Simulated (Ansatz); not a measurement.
**InGa₂P₃: relaxed-ion elastic tensor**

Theory: DFT PBE, scalar-relativistic, plane waves, PAW in Ansatz 0.2.0. Settings: 420 eV plane-wave cutoff, Γ-centred 12×12×4 mesh, fixed occupations. No spin polarisation.

Equilibrium structure at this level:
```xyz
6
Lattice="3.9983 0.0000 0.0000 -1.9992 3.4626 0.0000 0.0000 0.0000 9.8361" Properties=species:S:1:pos:R:3 pbc="T T T"
In    0.0000    2.3084    6.5418
Ga    0.0000    0.0000    0.0645
Ga    1.9992    1.1542    3.2087
P     0.0000    0.0000    7.5258
P     0.0000    2.3084    3.9695
P     1.9992    1.1542    0.8209
```

The cell was found from a structure generator's guess, not taken from experiment.

Task: Give the relaxed-ion elastic constants (GPa, Voigt order xx yy zz yz xz xy, on the Cartesian axes of the cell above).

Result:
C11 = 129.5, C12 = 39.7, C13 = 33.8, C14 = 11.2, C22 = 129.5, C23 = 33.8, C24 = -11.2, C33 = 146.3, C44 = 37.2, C55 = 37.2, C56 = 11.2, C66 = 44.9 GPa; the others vanish.

Task: Is the crystal stable against homogeneous strain?

Result: Yes: the least eigenvalue of the tensor is 29.2 GPa.

Task: And the moduli of a polycrystal (Hill averages)?

Result: B = 69 GPa, G = 42 GPa, E = 105 GPa, ν = 0.25.
